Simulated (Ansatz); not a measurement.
YCu2Ge2:
```xyz
5
Lattice="-2.0173 2.0173 5.1240 2.0173 -2.0173 5.1240 2.0173 2.0173 -5.1240" Properties=species:S:1:pos:R:3 pbc="T T T"
Y      0.0000     0.0000     0.0000
Cu     0.0000     2.0173     2.5620
Cu     2.0173     0.0000     2.5620
Ge     0.0000     0.0000     6.3504
Ge     0.0000     0.0000     3.8976
```

Relaxed with r²SCAN. Special points in fractions of this cell's reciprocal vectors: Γ (0.000, 0.000, 0.000); X (0.000, 0.000, 0.500); P (0.250, 0.250, 0.250); N (0.000, 0.500, 0.000); M (0.500, 0.500, -0.500); S (0.289, 0.711, -0.289); S0 (-0.289, 0.289, 0.289); R (-0.077, 0.077, 0.500); G (0.500, 0.500, -0.077).

### Question
List the band energies nearest the Fermi level at these points for the program Ansatz at the r²SCAN level (PAW).

### Answer
In eV from the Fermi level; about four levels below and three above (degenerate sets whole), none deeper than 8.9 eV; points with the same levels are listed once.

| k | below | above |
|---|---|---|
| Γ | -2.70 -1.87 -1.87 -0.57 | 0.72 0.72 2.73 |
| X | -2.80 -2.36 -2.31 -2.20 | 1.81 3.02 3.54 |
| P | -2.64 -2.64 -2.22 -2.22 | 0.91 4.10 4.10 |
| N | -3.52 -3.51 -3.39 -2.84 -1.28 | 0.03 0.42 1.55 |
| M | -1.92 -1.92 -0.69 -0.35 | 1.67 1.67 2.07 |
| S | -3.45 -1.56 -1.36 -1.34 | 1.46 1.84 2.48 |
| R | -2.57 -2.30 -2.11 -1.98 | 1.68 2.93 3.28 |

Space group I4/mmm. The first step of the workflow began from a Materials Project structure, measured or hypothetical; the Crystallography Open Database copy checked does not list it. Its standing as an ambient phase is unchecked. Symmetry was held in the r²SCAN relaxation; its stability against distortions is not shown here. The run is not spin-polarised. Spin–orbit coupling is left out wherever it is not named.

Potentials: the later of the program's two PAW sets.
